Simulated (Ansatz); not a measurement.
# Ansatz 0.2.0, settings compared: TlCClO2

The command:

```bash
ansatz run input.yaml --threads 1 --pin off --max-ram 2560MiB --backend cpu --events-out ev --progress --plain --runs-dir out
```

input.yaml:

```yaml
crystal:
  lattice:
    - [2.988729, 2.953666, 0.0]
    - [2.988729, -2.953666, 0.0]
    - [0.864368, 0.0, -9.439365]
  atoms:
    - { symbol: C, position: [0.633, 0.367, 0.5] }
    - { symbol: C, position: [0.367, 0.633, 0.5] }
    - { symbol: Cl, position: [0.273, 0.273, 0.8811] }
    - { symbol: Cl, position: [0.727, 0.727, 0.1189] }
    - { symbol: O, position: [0.788, 0.328, 0.6109] }
    - { symbol: O, position: [0.672, 0.212, 0.3891] }
    - { symbol: O, position: [0.212, 0.672, 0.3891] }
    - { symbol: O, position: [0.328, 0.788, 0.6109] }
    - { symbol: Tl, position: [0.7732, 0.7732, 0.777] }
    - { symbol: Tl, position: [0.2268, 0.2268, 0.223] }
  symmetry: { tolerance: 0.0003 }
kpoints:
  mp_grid: { grid: [4, 4, 2], shift: [0, 0, 0] }
magnetization:
  spin_polarized: false
scf:
  occupations: { method: fermi_dirac, width: 0.0184 }
hamiltonian:
  pseudopotentials: { kind: paw }
  xc: pbesol
basis:
  ecutwfc: 420
output:
  forces: true
  stress: true
  eigenvalues: true
```

Origin of the cell: a known structure type with other elements, at an estimated volume, so it need not be a known compound.

Output of this run (shortened):

```
Pseudopotentials: kind: paw
Pseudopotential: C, paw, valence charge 4, recommended cutoff 420 eV (normal), C.paw.azcp
Pseudopotential: Cl, paw, valence charge 7, recommended cutoff 420 eV (normal), Cl.paw.azcp
Pseudopotential: O, paw, valence charge 6, recommended cutoff 420 eV (normal), O.paw.azcp
Pseudopotential: Tl, paw, valence charge 13, recommended cutoff 420 eV (normal), Tl.paw.azcp
Functional definition: PBEsol
  exchange = pbesol_x
  correlation = pbesol_c
Crystal: 10 atoms, lattice volume = 166.656 Å³
Basis set: ecut = 420 eV, 3231 PW (Γ), exchange–correlation on 60×60×128 points (8 copies of the dense FFT grid, shifted against one another)
Bands: 46, of which v1, the nominal top of the filled ones, is band 36 counted from 1 (35 counted from 0)
Symmetry: 4 space group operations
Space group: C2/m (ITA 12), of the structure as read, at distance tolerance 1.7e-3 Å
k-points: 14 of 32
[… 12 lines left out …]
Initial density: superposition of atomic densities (neutral atoms: chi_scale 0, normalization atom), corrected by the library's trained network
Functional: x = pbesol(κ = 0.804, μ = 0.123457), c = pbesol(β = 0.046)
SCF iter   1: F=—  HF=-27448.147635 eV  Δρ=1.05e-2  dr2=1.67e-1  defer=7
SCF iter   2: F=—  HF=-27448.121621 eV  Δρ=6.04e-3  dr2=6.46e-2  defer=22
SCF iter   3: F=—  HF=-27448.107269 eV  Δρ=3.02e-3  dr2=2.01e-2  defer=8
SCF iter   4: F=—  HF=-27448.103171 eV  Δρ=1.54e-3  dr2=5.79e-3  defer=8
SCF iter   5: F=—  HF=-27448.101710 eV  Δρ=5.01e-4  dr2=9.02e-4  defer=8
SCF iter   6: F=—  HF=-27448.101425 eV  Δρ=1.47e-4  dr2=4.45e-5  defer=8
SCF iter   7: F=—  HF=-27448.101337 eV  Δρ=4.05e-5  dr2=6.57e-6  defer=8
SCF iter   8: F=—  HF=-27448.101337 eV  Δρ=1.77e-5  dr2=1.20e-6  defer=8
SCF iter   9: F=—  HF=-27448.101337 eV  Δρ=8.36e-6  dr2=2.16e-7  defer=8
SCF iter  10: F=-27448.101337 eV  HF=-27448.101337 eV  Δρ=2.93e-6  dr2=1.82e-8
SCF 1 converged in 10 iterations: F = -27448.101337 eV  dr2 = 1.82e-8
SCF converged after 10 iterations
Free energy (F): -27448.101337 eV
Harris-Foulkes:  -27448.101337 eV  (|F-HF|=9.81e-9)
Internal energy: -27448.096183 eV  (E = F + TS)
E sigma→0 (E₀):  -27448.098760 eV
Entropy (-TS):   -0.005154 eV (-0.515 meV/atom)
Fermi energy:    4.662299 eV
--- Per-component energies (eV) ---
  E_band       = -230.263061
  E_kinetic    = 1858.541762
  E_local      = -4933.545065  (includes V_loc(G=0)·N_el)
  E_nonlocal   = 947.303863
  E_hartree    = 1803.911571
  E_xc         = -1044.416044
  E_vxc        = -1004.039962  (∫ρ·V_xc dr)
  E_paw        = -22123.817889  (= ΣΔE_a)
  E_vpaw       = -706.351850  (= ΣTr[D̂ρ^β])
  E_aug_tail   = 0.009980  (compensation charges beyond the density's cutoff)
  E_ewald      = -3956.501109
  E_core_change = 0.416747  (= ΣΔE_core)
  E_smearing   = -0.005154  (= −TS)
  Σ components = -27448.101337   (vs F -27448.101337, Δ=0.00e0)
--- Forces (eV/Å), atoms counted from 1 ---
  atom   1  C      0.000000     0.724758     0.000000
  atom   2  C      0.000000    -0.724758     0.000000
[… 3 lines left out …]
  atom   6  O      0.378355    -0.334989    -0.944705
  atom   7  O      0.378355     0.334989    -0.944705
  atom   8  O     -0.378355     0.334989     0.944705
  atom   9  Tl     0.008924    -0.000000    -0.140815
  atom  10  Tl    -0.008924     0.000000     0.140815
  max |Σ_I F_I| component: 1.11e-16 eV/Å
--- Stress (GPa, compression-positive) ---
       -2.849273      -0.000000       2.066590
       -0.000000      -3.392316       0.000000
        2.066590       0.000000      -5.831104
  P = ⅓ Tr σ = -4.0242 GPa (-40.242 kbar)
```

The same input was run again with these changes:

1. `scf.occupations.method` fermi_dirac → methfessel_paxton; `scf.occupations.width` 0.0184 → 0.05; `scf.mixing.preconditioner` default → resta
2. `basis.ecutwfc` 420 → "400 eV"; `magnetization` { spin_polarized: false } → { spin_polarized: true } (starts: ferro); typed moments: C1 1, C2 2, Cl3 1, Cl4 1, O5 1, O6 2, O7 2, O8 3, Tl9 3, Tl10 1
3. `kpoints.mp_grid.shift` [0, 0, 0] → [0.5, 0.5, 0.5]; `accuracy` default → low

| run | end | SCF iterations | P (GPa) | max force component (eV/Å) | gap on mesh (eV) | moment (μB) | ΔE(σ→0) (meV/atom) |
| --- | --- | --- | --- | --- | --- | --- | --- |
| base | converged | 10 | -4.02 | 0.945 | none | – | 0 |
| 1 | converged | 8 | -4.03 | 0.945 | none | – | 0.01 |
| 2 | converged | 22 | -4.02 | 0.941 | none | 0.00 | 4.22 |
| 3 | converged | 11 | -4.06 | 0.934 | none | – | -0.08 |

Energies are compared only where functional, datasets, charge and starting cell are the same.

Caveats of the base run: no spin, though holes on the anions or broken bonds may carry moments; no spin-orbit coupling, though heavy elements are present; the k mesh is coarse if the cell is a metal.

Run 2: a starting moment was lost; the cutoff lies below the datasets' advice.

The base run took 8.5 s of wall time on 1 CPU thread(s) of a shared host, from the program's own first density.
